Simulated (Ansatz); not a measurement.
LiGeN:
```cif
data_Ge2Li2N2
_chemical_formula_sum 'Li2 Ge2 N2'
_space_group_name_H-M_alt 'P 1'
_space_group_IT_number 1
_cell_length_a 2.98692
_cell_length_b 2.98692
_cell_length_c 9.35380
_cell_angle_alpha 90.000
_cell_angle_beta 90.000
_cell_angle_gamma 120.000
loop_
_space_group_symop_operation_xyz
  'x, y, z'
loop_
_atom_site_label
_atom_site_type_symbol
_atom_site_fract_x
_atom_site_fract_y
_atom_site_fract_z
_atom_site_occupancy
Li1 Li 0.66667 0.33333 0.74324 1
Li2 Li 0.33333 0.66667 0.24324 1
Ge1 Ge 0.00000 0.00000 0.49881 1
Ge2 Ge 0.00000 0.00000 0.99881 1
N1 N 0.33333 0.66667 0.60259 1
N2 N 0.66667 0.33333 0.10259 1
```

Relaxed with r²SCAN.

Q: Which orbitals make up the states near the band edges in r²SCAN (plane waves, PAW; program Ansatz)?

A: Top 1 eV of the valence band: N 2p 42 %, Ge 4p 34 %, Ge 4s 16 %. Bottom 1 eV of the conduction band: Ge 4p 45 %, N 2p 25 %, N 2s 9 %, Ge 4s 6 %, outside the projected shells 11 %. Projections are on Löwdin-orthogonalised atomic valence shells; empty p or d shells of many metals are not among them.

Q: Tabulate the density of states.

A: States/eV per cell of 6 atoms, in 0.25 eV bins, energy from the valence-band maximum.

```tsv
E (eV)	total	N 2p	Ge 4p	Ge 4s
-7.86	1.63	0.61	0.18	0.59
-7.61	1.86	0.61	0.25	0.64
-7.36	2.89	0.84	0.45	0.97
-7.11	1.90	0.52	0.31	0.63
-6.86	0.66	0.17	0.10	0.22
-6.61	0.00	0.00	0.00	0.00
-6.36	0.00	0.00	0.00	0.00
-6.11	0.00	0.00	0.00	0.00
-5.86	0.36	0.21	0.14	0.01
-5.61	0.51	0.30	0.18	0.01
-5.36	0.55	0.32	0.19	0.02
-5.11	1.23	0.70	0.41	0.05
-4.86	3.11	1.76	1.03	0.11
-4.61	3.43	2.00	1.05	0.15
-4.36	2.93	1.74	0.79	0.16
-4.11	1.82	1.15	0.41	0.10
-3.86	1.88	1.29	0.41	0.07
-3.61	3.47	2.48	0.69	0.07
-3.36	2.31	1.71	0.43	0.04
-3.11	2.16	1.65	0.41	0.03
-2.86	2.01	1.57	0.36	0.03
-2.61	1.49	1.17	0.23	0.02
-2.36	1.30	1.02	0.18	0.02
-2.11	1.27	0.97	0.18	0.01
-1.86	1.41	1.04	0.21	0.01
-1.61	1.69	1.20	0.27	0.01
-1.36	1.77	1.11	0.34	0.04
-1.11	3.28	1.12	1.28	0.52
-0.86	3.54	1.21	1.38	0.64
-0.61	3.37	1.34	1.17	0.57
-0.36	1.94	0.95	0.56	0.28
-0.11	1.17	0.68	0.28	0.13
0.14	0.00	0.00	0.00	0.00
0.39	0.00	0.00	0.00	0.00
0.64	0.00	0.00	0.00	0.00
0.89	0.00	0.00	0.00	0.00
1.14	0.00	0.00	0.00	0.00
1.39	0.00	0.00	0.00	0.00
1.64	0.00	0.00	0.00	0.00
1.89	0.07	0.02	0.03	0.01
2.14	0.41	0.10	0.17	0.03
2.39	0.77	0.19	0.33	0.05
2.64	1.54	0.40	0.70	0.08
2.89	1.86	0.48	0.86	0.10
3.14	1.85	0.48	0.86	0.11
3.39	1.39	0.32	0.64	0.12
3.64	1.10	0.21	0.49	0.13
3.89	1.01	0.17	0.43	0.15
4.14	0.99	0.15	0.41	0.17
4.39	1.12	0.16	0.42	0.21
4.64	1.15	0.17	0.40	0.23
4.89	1.39	0.22	0.49	0.26
5.14	1.78	0.28	0.71	0.21
5.39	1.97	0.33	0.68	0.29
5.64	3.40	0.60	0.87	0.50
5.89	2.74	0.45	0.83	0.30
6.14	2.79	0.47	0.86	0.28
6.39	2.45	0.41	0.83	0.21
6.64	1.13	0.15	0.43	0.08
```

Space group P6_3mc. The workflow started from a Materials Project entry (that database holds measured and hypothetical structures alike); the Crystallography Open Database copy checked does not list it. Its standing as an ambient phase is unchecked. The cell was relaxed with r²SCAN under the symmetry of its start; whether a distortion lowers the energy is not shown. Scalar-relativistic: spin–orbit coupling is off unless named, which matters more the heavier the elements.

Potentials: the later of the program's two PAW sets.
